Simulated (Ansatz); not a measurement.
SiGe:
```xyz
2
Lattice="3.2417 0.0000 0.0000 0.0000 3.2417 0.0000 0.0000 0.0000 3.2417" Properties=species:S:1:pos:R:3 pbc="T T T"
Ge     0.0000     0.0000     0.0000
Si     1.6208     1.6208     1.6208
```

Relaxed with PBE.

**Question.** List the phonon frequencies at the special points (DFPT on a 4×4×4 q-mesh, Fourier-interpolated; PBE (plane waves, PAW; program Ansatz)).

**Answer.** In cm⁻¹; no LO–TO term at Γ, as the run had none.

```csv
q,frequencies
Γ,0 0 0 141 141 141
X,66 66 107 107 112 121
M,101i 73i 36i 36i 143 143
R,125 125 125 154 154 154
```

Space group Pm-3m (CsCl type). A made-up cell: these elements were put on the sites of a structure type; neither database checked (COD, Materials Project) lists it. Whether it is the stable phase at ambient conditions was not checked. The cell was relaxed with PBE under the symmetry of its start. At this level the phase is dynamically unstable (imaginary phonons). As this level gives no gap, phonon frequencies hold no LO–TO term and depend on the k-mesh and smearing (Fermi–Dirac, 0.1 eV here).

Potentials: the later of the program's two PAW sets.
